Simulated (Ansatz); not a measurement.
Calculated Sn-119 Mössbauer parameters for ZnO with Sn replacing Zn

Cell: a supercell of ZnO (wurtzite type, P6_3mc) built from a structure deposited in the COD, with all atoms left at the host's positions.

```
Sn Zn O
1.0
     6.49862    0.00000    0.00000
    -4.87396    8.44195    0.00000
     0.00000    0.00000   10.41142
Sn Zn O
1 23 24
Direct
  0.16667 0.22222 0.25000
  0.16667 0.22222 0.75000
  0.16667 0.55556 0.25000
  0.16667 0.55556 0.75000
  0.16667 0.88889 0.25000
  0.16667 0.88889 0.75000
  0.66667 0.22222 0.25000
  0.66667 0.22222 0.75000
  0.66667 0.55556 0.25000
  0.66667 0.55556 0.75000
  0.66667 0.88889 0.25000
  0.66667 0.88889 0.75000
  0.33333 0.11111 0.00000
  0.33333 0.11111 0.50000
  0.33333 0.44444 0.00000
  0.33333 0.44444 0.50000
  0.33333 0.77778 0.00000
  0.33333 0.77778 0.50000
  0.83333 0.11111 0.00000
  0.83333 0.11111 0.50000
  0.83333 0.44444 0.00000
  0.83333 0.44444 0.50000
  0.83333 0.77778 0.00000
  0.83333 0.77778 0.50000
  0.33333 0.11111 0.18951
  0.33333 0.11111 0.68951
  0.33333 0.44444 0.18951
  0.33333 0.44444 0.68951
  0.33333 0.77778 0.18951
  0.33333 0.77778 0.68951
  0.83333 0.11111 0.18951
  0.83333 0.11111 0.68951
  0.83333 0.44444 0.18951
  0.83333 0.44444 0.68951
  0.83333 0.77778 0.18951
  0.83333 0.77778 0.68951
  0.16667 0.22222 0.43950
  0.16667 0.22222 0.93951
  0.16667 0.55556 0.43950
  0.16667 0.55556 0.93951
  0.16667 0.88889 0.43950
  0.16667 0.88889 0.93951
  0.66667 0.22222 0.43950
  0.66667 0.22222 0.93951
  0.66667 0.55556 0.43950
  0.66667 0.55556 0.93951
  0.66667 0.88889 0.43950
  0.66667 0.88889 0.93951
```

Atoms are numbered from 1 in the order listed; like atoms form one site, named after its first atom.

Method: Kohn–Sham DFT in Ansatz, PBE, plane waves and PAW, scalar-relativistic, 420 eV cutoff, Γ-centred 3×2×2 k-points, Fermi–Dirac smearing 0.01 eV.

Isomer shifts (against SnO₂) follow from the electron density at the nucleus, δ = α(ρ − ρ₀), with α = 0.099 mm s⁻¹ a₀³ and ρ₀ = 183191.44 a₀⁻³ from a line fitted to 8 measured compounds at this level of theory (rms miss 0.12 mm/s). ΔE_Q = ½eQV_zz(1 + η²/3)^½ with Q = -0.132 b for the 23.9 keV state.

Question: Where do the absorption lines lie?

Answer: Sn (1 atom a cell): δ = 1.53, |ΔE_Q| = 0.03 mm/s, a doublet too narrow to resolve, seen as one line at 1.53 mm/s.

The run isn't spin-polarised, and a state with spin may lie lower. The defect repeats with the cell of 48 atoms, so it feels its images: sites between two images don't show the values beside a lone defect, and zeros or small values of η there can come from the images' arrangement. The defect cell has no gap above 0.1 eV on its mesh, so the values can hang on the smearing and the k-mesh. Without spin–orbit coupling (the program notes it for Sn) the gradients can shift somewhat, as the gap is small. The cell keeps the host's lattice, where the PBE pressure is 9 GPa. The neighbours have not yet relaxed around the defect (largest force 1.4 eV/Å), so a real crystal will differ.
